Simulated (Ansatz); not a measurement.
Input:

Zr3N4:
```xyz
14
Lattice="-3.3513 3.3513 3.3513 3.3513 -3.3513 3.3513 3.3513 3.3513 -3.3513" Properties=species:S:1:pos:R:3 pbc="T T T"
N      0.4751     0.4751     0.4751
N     -1.2006     1.2006     4.5519
N     -0.4751     2.8763     0.4751
N      4.5519    -1.2006     1.2006
N      0.4751    -0.4751     2.8763
N      2.1507     2.1507     2.1507
N      2.8763     0.4751    -0.4751
N      1.2006     4.5519    -1.2006
Zr     2.5135     0.0000     1.6757
Zr     1.6757     2.5135     0.0000
Zr     0.8378     0.0000     5.0270
Zr     5.0270     0.8378     0.0000
Zr     0.0000     1.6757     2.5135
Zr     0.0000     5.0270     0.8378
```

This is the PBEsol-relaxed structure. Cartesian axes are those of the cell as given.

**Question.** All from PBEsol in the plane-wave PAW code Ansatz, unless another level is named. Give the highest zone-centre frequency (without LO–TO term).

**Answer.** 651 cm⁻¹.

**Question.** Give the Hill bulk and shear moduli.

**Answer.** 245 and 142 GPa.

**Question.** And the piezoelectric stress constants (proper, relaxed ions, C/m²)?

**Answer.** e14 = e25 = e36 = -1.12.

Space group I-43d. The PBEsol relaxation kept the symmetry of its start. The run is not spin-polarised. Signs of piezoelectric constants follow the polarity of the cell as given.

Potentials: the later of the program's two PAW sets.
